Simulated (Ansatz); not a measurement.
LaLuAs₂, ordered on the rocksalt lattice (R-3m) with 4 atoms a cell, relaxed with r2SCAN. It is trigonal, R-3m (No. 166); conventional cell a = 4.206 Å, c = 20.525 Å, 26.20 Å³ an atom. Around La lie 6 As at 3.05 Å; around Lu lie 6 As at 2.89 Å; around As lie 3 Lu at 2.89 Å and 3 La at 3.05 Å.

```
La Lu As
1.0
     2.10301    1.21418    6.84157
    -2.10301    1.21418    6.84157
     0.00000   -2.42835    6.84157
La Lu As
1 1 2
Direct
  0.00000 0.00000 0.00000
  0.50000 0.50000 0.50000
  0.24336 0.24336 0.24336
  0.75664 0.75664 0.75664
```

The questions ask for values computed with the PAW code Ansatz on this geometry. These are computed values for a non-magnetic cell that may be hypothetical; none is a measurement.

(1) What gap does r2SCAN give, and where are the band edges?

(2) Estimate the gap with PBE on 8×8×8.

(3) How does the gap change from r2SCAN to PBE+SOC (8×8×8)?

## Answers

(1) With r2SCAN the bands overlap by 0.34 eV (counted from 1, band 33 peaks at Γ and band 34 bottoms out at F): no gap.

(2) PBE gives no gap: the lowest nominally empty band dips 0.59 eV below the top of the last filled one (its bottom at F, the top at Γ), so the cell is a metal or semimetal at this level.

(3) With PBE+SOC the bands overlap by 0.68 eV (counted from 1, band 66 peaks at Γ and band 67 bottoms out at F): no gap. Spin-orbit coupling itself accounts for -0.09 eV.

Only the levels marked +SOC include spin-orbit coupling.
